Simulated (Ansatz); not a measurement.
BaHfO3:
```cif
data_BaHfO3
_chemical_formula_sum 'Ba1 Hf1 O3'
_space_group_name_H-M_alt 'P 1'
_space_group_IT_number 1
_cell_length_a 4.15809
_cell_length_b 4.15809
_cell_length_c 4.15809
_cell_angle_alpha 90.000
_cell_angle_beta 90.000
_cell_angle_gamma 90.000
loop_
_space_group_symop_operation_xyz
  'x, y, z'
loop_
_atom_site_label
_atom_site_type_symbol
_atom_site_fract_x
_atom_site_fract_y
_atom_site_fract_z
_atom_site_occupancy
Ba1 Ba 0.00000 0.00000 0.00000 1
Hf1 Hf 0.50000 0.50000 0.50000 1
O1 O 0.00000 0.50000 0.50000 1
O2 O 0.50000 0.50000 0.00000 1
O3 O 0.50000 0.00000 0.50000 1
```

Relaxed with PBEsol. 

### Question
HSE06 on this cell (Ansatz, a program for electronic structure, PAW) gives a gap of 5.21 eV. What does PBEsol give?

### Answer
3.59 eV.

Cost on shared cores: the PBEsol run (SCF on a 7×7×7 mesh, then bands and DOS) very roughly 30 core-seconds, the HSE06 run (SCF on 4×4×4, then a few points) roughly 2.4 core-minutes; the tasks are unlike.

Space group Pm-3m (cubic perovskite). Symmetry was held in the PBEsol relaxation. The run is not spin-polarised. Spin–orbit coupling is left out wherever it is not named.

Potentials: the earlier of the program's two PAW sets. The files were generated under PBE; for other functionals the program regenerates the frozen cores, and for LDA and PBEsol the local potential too.

Ansatz is a plane-wave DFT program.
